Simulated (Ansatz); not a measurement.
BN:
```cif
data_B2N2
_chemical_formula_sum 'B2 N2'
_space_group_name_H-M_alt 'P63/mmc'
_space_group_IT_number 194
_space_group_name_Hall '-P 6c 2c'
_cell_length_a 2.49703
_cell_length_b 2.49703
_cell_length_c 6.66180
_cell_angle_alpha 90.000
_cell_angle_beta 90.000
_cell_angle_gamma 120.000
loop_
_atom_site_label
_atom_site_type_symbol
_atom_site_symmetry_multiplicity
_atom_site_Wyckoff_symbol
_atom_site_fract_x
_atom_site_fract_y
_atom_site_fract_z
_atom_site_occupancy
B1 B 2 b 0.00000 0.00000 0.25000 1
N1 N 2 d 0.66667 0.33333 0.25000 1
```

This is the r²SCAN+D4-relaxed structure.

Problem. All from DFT-r²SCAN+D4 in the program Ansatz with PAW potentials, unless another level is named. Predict the bulk modulus (Birch–Murnaghan fit).

Solution. 30.8 GPa.

Problem. Predict the zero-point energy.

Solution. 157.0 meV/atom.

Problem. Next, the highest zone-centre frequency (without LO–TO term)?

Solution. 41.37 THz.

Space group P6_3/mmc. The workflow started from a Materials Project entry (that database holds measured and hypothetical structures alike). Its sites differ from those of the usual phase in this space group: another stacking or structure type. The cell was relaxed with r²SCAN+D4 under the symmetry of its start; phonons on a q-mesh show no instability.

Potentials: the earlier of the program's two PAW sets.
